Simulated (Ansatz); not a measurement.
Ansatz 0.2.0, single run: Ca$_{2}$VO$_{2}$

Launch command:

```bash
ansatz run input.yaml --threads 1 --pin off --max-ram 2560MiB --backend cpu --events-out ev --progress --plain --runs-dir out
```

Input:

```yaml
crystal:
  lattice:
    - [2.94095272, 0.0, 0.0]
    - [1.47047636, -5.28745773, 0.0]
    - [0.0, 0.0, -8.63513751]
  atoms:
    - { symbol: V, position: [0.1219, 0.7562, 0.0] }
    - { symbol: V, position: [0.8781, 0.2438, 0.5] }
    - { symbol: Ca, position: [0.3944, 0.2112, 0.1526] }
    - { symbol: Ca, position: [0.6056, 0.7888, 0.6526] }
    - { symbol: Ca, position: [0.1479, 0.7042, 0.3306] }
    - { symbol: Ca, position: [0.8521, 0.2958, 0.8306] }
    - { symbol: O, position: [0.4799, 0.0402, 0.4099] }
    - { symbol: O, position: [0.5201, 0.9598, 0.9099] }
    - { symbol: O, position: [0.2795, 0.441, 0.5922] }
    - { symbol: O, position: [0.7205, 0.559, 0.0922] }
  symmetry: { tolerance: 0.0003 }
kpoints:
  mp_grid: { grid: [6, 6, 2], shift: [0, 0, 0] }
magnetization:
  spin_polarized: false
scf:
  occupations: { method: fermi_dirac }
hamiltonian:
  pseudopotentials: { kind: paw }
  xc: revpbe
basis:
  ecutwfc: 500
output:
  forces: true
  stress: true
  eigenvalues: true
```

Origin of the cell: a known structure type with other elements, at an estimated volume, so it need not be a known compound.

The smearing width isn't typed, so it takes its default of 0.1 eV.

Output (shortened):

```
Pseudopotentials: kind: paw
Pseudopotential: V, paw, valence charge 13, recommended cutoff 420 eV (normal), V.paw.azcp
Pseudopotential: Ca, paw, valence charge 10, recommended cutoff 420 eV (normal), Ca.paw.azcp
Pseudopotential: O, paw, valence charge 6, recommended cutoff 420 eV (normal), O.paw.azcp
Functional definition: revPBE
  exchange = pbe_x(kappa = kappa, mu = beta*pi^2/3)
  correlation = pbe_c(beta = beta)
Crystal: 10 atoms, lattice volume = 134.278 Å³
Basis set: ecut = 500 eV, 3397 PW (Γ), exchange–correlation on 48×90×128 points (8 copies of the dense FFT grid, shifted against one another)
Bands: 55, of which v1, the nominal top of the filled ones, is band 45 counted from 1 (44 counted from 0)
Symmetry: 4 space group operations
Space group: Cmc21 (ITA 36), of the structure as read, at distance tolerance 1.5e-3 Å
[… 10 lines left out …]
Initial density: superposition of atomic densities (neutral atoms: chi_scale 0, normalization atom), corrected by the library's trained network
Functional: x = revpbe(κ = 1.245, μ = 0.219515), c = pbe(β = 0.066725)
SCF iter   1: F=—  HF=-15389.898244 eV  Δρ=8.85e-3  dr2=7.89e-2
SCF iter   2: F=—  HF=-15389.887668 eV  Δρ=4.41e-3  dr2=2.30e-2
SCF iter   3: F=—  HF=-15389.885072 eV  Δρ=1.29e-3  dr2=3.52e-3
SCF iter   4: F=—  HF=-15389.884745 eV  Δρ=4.10e-4  dr2=3.02e-4
SCF iter   5: F=—  HF=-15389.884752 eV  Δρ=1.56e-4  dr2=3.15e-5
SCF iter   6: F=—  HF=-15389.884779 eV  Δρ=5.92e-5  dr2=3.36e-6
SCF iter   7: F=—  HF=-15389.884779 eV  Δρ=1.85e-5  dr2=5.26e-7
SCF iter   8: F=-15389.884779 eV  HF=-15389.884779 eV  Δρ=4.98e-6  dr2=5.72e-8
SCF 1 converged in 8 iterations: F = -15389.884779 eV  dr2 = 5.72e-8
SCF converged after 8 iterations
Free energy (F): -15389.884779 eV
Harris-Foulkes:  -15389.884779 eV  (|F-HF|=1.75e-8)
Internal energy: -15389.574089 eV  (E = F + TS)
E sigma→0 (E₀):  -15389.729434 eV
Entropy (-TS):   -0.310690 eV (-31.069 meV/atom)
Fermi energy:    13.360187 eV
--- Per-component energies (eV) ---
  E_band       = -709.748055
  E_kinetic    = 2514.329312
  E_local      = -6090.648216  (includes V_loc(G=0)·N_el)
  E_nonlocal   = 354.219285
  E_hartree    = 2356.552432
  E_xc         = -1116.472588
  E_vxc        = -1405.165164  (∫ρ·V_xc dr)
  E_paw        = -6314.279951  (= ΣΔE_a)
  E_vpaw       = -795.592459  (= ΣTr[D̂ρ^β])
  E_aug_tail   = 0.004471  (compensation charges beyond the density's cutoff)
  E_ewald      = -7092.992642
  E_core_change = -0.286192  (= ΣΔE_core)
  E_smearing   = -0.310690  (= −TS)
  Σ components = -15389.884779   (vs F -15389.884779, Δ=0.00e0)
--- Forces (eV/Å), atoms counted from 1 ---
  atom   1  V      0.000000    -0.081391     0.947948
  atom   2  V     -0.000000     0.081391     0.947948
  atom   3  Ca     0.000000    -0.080400    -0.647509
  atom   4  Ca     0.000000     0.080400    -0.647509
  atom   5  Ca     0.000000    -0.620859     0.118674
  atom   6  Ca    -0.000000     0.620859     0.118674
  atom   7  O     -0.000000     1.739886     0.405405
  atom   8  O      0.000000    -1.739886     0.405405
  atom   9  O      0.000000    -1.383953    -0.824555
  atom  10  O     -0.000000     1.383953    -0.824555
  max |Σ_I F_I| component: 7.64e-5 eV/Å
--- Stress (GPa, compression-positive) ---
       16.168633      -0.000000      -0.000000
       -0.000000       9.282039       0.000000
       -0.000000       0.000000      12.321105
  P = ⅓ Tr σ = 12.5906 GPa (125.906 kbar)
```

Caveats: forces of this functional can be a tenth off on datasets made under PBE; no spin polarisation, so a magnetic state may lie lower; the k mesh is coarse if the cell is a metal.

It ran for 13 s on 1 thread of Intel(R) Xeon(R) Platinum 8488C (Sapphire Rapids), with other jobs on the host, peak memory 0.55 GiB, from the program's own first density.
